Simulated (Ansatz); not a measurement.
Data:

MgO:
```xyz
2
Lattice="0.0000 2.0803 2.0803 2.0803 0.0000 2.0803 2.0803 2.0803 0.0000" Properties=species:S:1:pos:R:3 pbc="T T T"
Mg     0.0000     0.0000     0.0000
O      2.0803     2.0803     2.0803
```

This is the LDA-relaxed structure.

Problem. All from DFT-LDA in the program Ansatz with PAW potentials, unless another level is named. Predict the Hill bulk and shear moduli.

Solution. 172 and 136 GPa.

Problem. Next, the vibrational entropy at 300 K?

Solution. 13.4 J/(K·mol of atoms).

Problem. Next, the elastic constants (relaxed ions, GPa)?

Solution. C11 = 324, C12 = 95.7, C44 = 153.

Space group Fm-3m (rock salt). The LDA relaxation kept the symmetry of its start.

Potentials: the earlier of the program's two PAW sets. The files were generated under PBE; for other functionals the program regenerates the frozen cores, and for LDA and PBEsol the local potential too.
